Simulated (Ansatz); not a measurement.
SiMo₃ (A15 (Cr3Si type)), relaxed with PBE (Ansatz, a program for electronic structure, plane waves, PAW): a = 4.905 Å, b = 4.905 Å, c = 4.905 Å, α = 90.00°, β = 90.00°, γ = 90.00°.

ΔH_f (eV/atom): -0.32

**Question.** The same phase is relaxed and computed with r²SCAN in the same code. What are the cell and these values now?

**Answer.** a = 4.8830 Å, b = 4.8830 Å, c = 4.8830 Å, α = 90.00°, β = 90.00°, γ = 90.00°.

- ΔH_f (eV/atom): -0.33

All cells were relaxed under the symmetry of their starts (and spin orders); stability against distortions was not tested throughout. Rows with no word on spin ran without spin polarisation. Spin–orbit coupling is left out wherever it is not named.

Potentials: the later of the program's two PAW sets.

Ansatz is a plane-wave DFT program.

Formation energies count from the lowest solids of the elements computed at the same level, not from gases.
